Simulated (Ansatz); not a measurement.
Co2C (space group Pnnm)

```cif
data_C2Co4
_chemical_formula_sum 'Co4 C2'
_space_group_name_H-M_alt 'Pnnm'
_space_group_IT_number 58
_space_group_name_Hall '-P 2 2n'
_cell_length_a 4.30107
_cell_length_b 4.31411
_cell_length_c 2.84028
_cell_angle_alpha 90.000
_cell_angle_beta 90.000
_cell_angle_gamma 90.000
loop_
_space_group_symop_operation_xyz
  'x, y, z'
  '-x, -y, -z'
  '-x, -y, z'
  'x, y, -z'
  'x+1/2, -y+1/2, -z+1/2'
  '-x+1/2, y+1/2, z+1/2'
  '-x+1/2, y+1/2, -z+1/2'
  'x+1/2, -y+1/2, z+1/2'
loop_
_atom_site_label
_atom_site_type_symbol
_atom_site_symmetry_multiplicity
_atom_site_Wyckoff_symbol
_atom_site_fract_x
_atom_site_fract_y
_atom_site_fract_z
_atom_site_occupancy
Co1 Co 4 g 0.35276 0.25620 0.00000 1
C1 C 2 a 0.00000 0.00000 0.00000 1
```

E(V) scan at fixed shape, V₀ the volume above. The atoms relax within the cell's symmetry.

Level of theory: PBEsol (plane waves to 420 eV, PAW, scalar-relativistic; Ansatz, a program for electronic structure). k mesh 11×11×16 (Γ-centred), Fermi-Dirac smearing 0.05 eV. E stands for the smeared free energy. With the shape held, the modulus is that of even scaling; a crystal free to change shape is softer. Co2C is run without spin polarisation. Co2C was relaxed with its symmetry unable to fall. ΔE is measured from the relaxed starting cell. The last digit holds for this mesh only.

```csv
V (Å³/atom),ΔE (meV/atom)
8.257,32.1
8.362,20.1
8.467,11.0
8.573,4.8
8.678,1.2
8.784,0.0
8.889,1.1
8.994,4.4
9.100,9.6
9.205,16.6
9.311,25.4
```

Task: What bulk modulus at fixed cell shape B₀ follows from a third-order Birch-Murnaghan fit?

Result: 288 GPa.

Task: What is the fitted pressure derivative B₀′?

Result: 4.8.

(A scan under strain: stresses follow from slopes of the energy per volume, elastic moduli from its curvatures.)
